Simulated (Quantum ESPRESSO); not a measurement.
# SiGa2ZnN4: input and log of a self-consistent run

A calculation, not a measurement. The program is pw.x of Quantum ESPRESSO 7.5 (plane-wave density functional theory). The cell is made up: 8 atoms on a zincblende/diamond lattice, with randomly drawn elements, strain and displacements, not relaxed. PseudoDojo standard norm-conserving files (v0.5 for PBE, v0.4.1 for LDA and PBEsol) set the functional; there is no spin polarisation, spin-orbit coupling or dispersion term, and the masses in the input are unused placeholders.

Input:

```
&control calculation='scf', pseudo_dir='./dojo.nc.sr.pbe.v0_5.standard.upf', outdir='./o', disk_io='low', tprnfor=.true., tstress=.true. /
&system ibrav=0, nat=8, ntyp=4, nbnd=41, ecutwfc=84.00895049, nosym=.true., tot_charge=0,
 occupations='smearing', smearing='fd', degauss=0.0018374661
/
&electrons conv_thr=7.350e-09, electron_maxstep=60, /
ATOMIC_SPECIES
Ga 1.0 Ga.upf
N 1.0 N.upf
Si 1.0 Si.upf
Zn 1.0 Zn.upf
CELL_PARAMETERS angstrom
4.5784 -0.0114 0.0
-0.0114 4.5784 0.0
0.0 0.0 4.5784
ATOMIC_POSITIONS angstrom
Si -0.0229 -0.0426 0.0552
Ga -0.0407 2.3349 2.3559
Ga 2.2231 -0.0146 2.2124
Zn 2.2644 2.253 -0.0773
N 1.1552 1.2802 1.1415
N 1.0962 3.5369 3.3563
N 3.5073 1.1332 3.3804
N 3.4229 3.5084 1.0767
K_POINTS automatic
4 4 4 1 1 1
```

The log is shortened where brackets say so; the opening notice, blank lines, dates and the lines on written files are dropped, and the path of the files is cut. It prints rydbergs, bohrs and kilobars, and counts compression as positive stress.

```
     Program PWSCF v.7.5
     Parallel version (MPI & OpenMP), running on       4 processor cores
     Number of MPI processes:                 4
     Threads/MPI process:                     1
     [start-up lines left out]
     bravais-lattice index     =            0
     lattice parameter (alat)  =       8.6519  a.u.
     unit-cell volume          =     647.6422 (a.u.)^3
     number of atoms/cell      =            8
     number of atomic types    =            4
     number of electrons       =        70.00
     number of Kohn-Sham states=           41
     kinetic-energy cutoff     =      84.0090  Ry
     charge density cutoff     =     336.0358  Ry
     scf convergence threshold =      7.3E-09
     mixing beta               =       0.7000
     number of iterations used =            8  plain     mixing
     Exchange-correlation= PBE
                           (   1   4   3   4   0   0   0)
     [axes and pseudopotential details left out]
   Cartesian axes
     site n.     atom                  positions (alat units)
         1        Si     tau(   1) = (  -0.0050017  -0.0093045   0.0120566  )
         2        Ga     tau(   2) = (  -0.0088895   0.5099801   0.5145668  )
         3        Ga     tau(   3) = (   0.4855611  -0.0031889   0.4832241  )
         4        Zn     tau(   4) = (   0.4945817   0.4920918  -0.0168836  )
         5        N      tau(   5) = (   0.2523144   0.2796165   0.2493221  )
         6        N      tau(   6) = (   0.2394279   0.7725164   0.7330704  )
         7        N      tau(   7) = (   0.7660513   0.2475093   0.7383342  )
         8        N      tau(   8) = (   0.7476169   0.7662915   0.2351688  )
     number of k points=    32  Fermi-Dirac smearing, width (Ry)=  0.0018
                       cart. coord. in units 2pi/alat
        k(    1) = (   0.1253124   0.1253124   0.1250004), wk =   0.0625000
        k(    2) = (   0.1253124   0.1253124   0.3750012), wk =   0.0625000
     [further k points left out]
     Dense  grid:    67415 G-vectors     FFT dimensions: (  54,  54,  54)
     Estimated max dynamical RAM per process >     133.13 MB
     Estimated total dynamical RAM >     483.13 MB
     Initial potential from superposition of free atoms
     starting charge      69.9939, renormalised to      70.0000
     Starting wfcs are   48 randomized atomic wfcs
     total cpu time spent up to now is        1.7 secs
     per-process dynamical memory:    94.6 Mb
     Self-consistent Calculation
     iteration #  1     ecut=    84.01 Ry     beta= 0.70
     Davidson diagonalization with overlap
     ethr =  1.00E-02,  avg # of iterations =  3.0
     total cpu time spent up to now is        4.5 secs
     total energy              =    -814.69276350 Ry
     estimated scf accuracy    <       2.01437096 Ry
     iteration #  2     ecut=    84.01 Ry     beta= 0.70
     Davidson diagonalization with overlap
     ethr =  2.88E-03,  avg # of iterations =  3.0
     total cpu time spent up to now is        7.3 secs
     total energy              =    -815.25436091 Ry
     estimated scf accuracy    <       2.26195212 Ry
     iteration #  3     ecut=    84.01 Ry     beta= 0.70
     Davidson diagonalization with overlap
     ethr =  2.88E-03,  avg # of iterations =  2.0
     total cpu time spent up to now is        9.7 secs
     total energy              =    -815.62608855 Ry
     estimated scf accuracy    <       0.02850159 Ry
     iteration #  4     ecut=    84.01 Ry     beta= 0.70
     Davidson diagonalization with overlap
     ethr =  4.07E-05,  avg # of iterations =  6.3
     total cpu time spent up to now is       13.1 secs
     total energy              =    -815.64259971 Ry
     estimated scf accuracy    <       0.01314282 Ry
     iteration #  5     ecut=    84.01 Ry     beta= 0.70
     Davidson diagonalization with overlap
     ethr =  1.88E-05,  avg # of iterations =  2.8
     total cpu time spent up to now is       15.5 secs
     total energy              =    -815.64368863 Ry
     estimated scf accuracy    <       0.00637436 Ry
     [iterations 6 to 8 left out]
     iteration #  9     ecut=    84.01 Ry     beta= 0.70
     Davidson diagonalization with overlap
     ethr =  2.19E-08,  avg # of iterations =  3.5
     total cpu time spent up to now is       25.4 secs
     total energy              =    -815.64406071 Ry
     estimated scf accuracy    <       0.00000556 Ry
     iteration # 10     ecut=    84.01 Ry     beta= 0.70
     Davidson diagonalization with overlap
     ethr =  7.95E-09,  avg # of iterations =  2.0
     total cpu time spent up to now is       27.9 secs
     total energy              =    -815.64406081 Ry
     estimated scf accuracy    <       0.00000086 Ry
     iteration # 11     ecut=    84.01 Ry     beta= 0.70
     Davidson diagonalization with overlap
     ethr =  1.23E-09,  avg # of iterations =  2.0
     total cpu time spent up to now is       30.3 secs
     total energy              =    -815.64406098 Ry
     estimated scf accuracy    <       0.00000002 Ry
     iteration # 12     ecut=    84.01 Ry     beta= 0.70
     Davidson diagonalization with overlap
     ethr =  2.16E-11,  avg # of iterations =  5.0
     total cpu time spent up to now is       33.7 secs
     total energy              =    -815.64406099 Ry
     estimated scf accuracy    <       0.00000002 Ry
     iteration # 13     ecut=    84.01 Ry     beta= 0.70
     Davidson diagonalization with overlap
     ethr =  2.16E-11,  avg # of iterations =  2.0
     total cpu time spent up to now is       35.9 secs
     End of self-consistent calculation
     [lines on levels left out]
!    total energy              =    -815.64406099 Ry
     estimated scf accuracy    <          2.9E-09 Ry
     smearing contrib. (-TS)   =      -0.00000000 Ry
     internal energy E=F+TS    =    -815.64406099 Ry
     The total energy is F=E-TS. E is the sum of the following terms:
     one-electron contribution =    -481.78081053 Ry
     hartree contribution      =     287.62510925 Ry
     xc contribution           =    -156.32791359 Ry
     ewald contribution        =    -465.16044613 Ry
     convergence has been achieved in  13 iterations
     Forces acting on atoms (cartesian axes, Ry/au):
     atom    1 type  3   force =     0.00855998    0.06484244   -0.05574272
     atom    2 type  1   force =     0.01309793    0.00069111   -0.04830058
     atom    3 type  1   force =     0.03375089    0.05551837    0.00660267
     atom    4 type  4   force =     0.01699893    0.01930856   -0.01754160
     atom    5 type  2   force =    -0.08215491   -0.10988416   -0.01984744
     atom    6 type  2   force =    -0.05899474    0.02666087    0.09254805
     atom    7 type  2   force =     0.00489322   -0.08647613    0.06481337
     atom    8 type  2   force =     0.06384870    0.02933894   -0.02253176
     Total force =     0.253469     Total SCF correction =     0.000057
     Computing stress (Cartesian axis) and pressure
          total   stress  (Ry/bohr**3)                   (kbar)     P=      -98.89
  -0.00060374   0.00013677  -0.00014378          -88.81       20.12      -21.15
   0.00013677  -0.00066301  -0.00011864           20.12      -97.53      -17.45
  -0.00014378  -0.00011864  -0.00074992          -21.15      -17.45     -110.32
     init_run     :      1.52s CPU      1.58s WALL (       1 calls)
     electrons    :     33.85s CPU     34.23s WALL (       1 calls)
     forces       :      0.43s CPU      0.43s WALL (       1 calls)
     stress       :      1.26s CPU      1.28s WALL (       1 calls)
     [timing details left out]
     PWSCF        :     37.22s CPU     37.71s WALL
     JOB DONE.
```

In other units: free energy -11097.403 eV for the cell, pressure -9.89 GPa, largest force component 2.825 eV/Å. A rerun of the same cell at another strain at 1437 eV and a 6 x 6 x 6 mesh moved values by no more than 0.003 eV in energy, 0.02 GPa in stress and 0.002 eV/Å in force.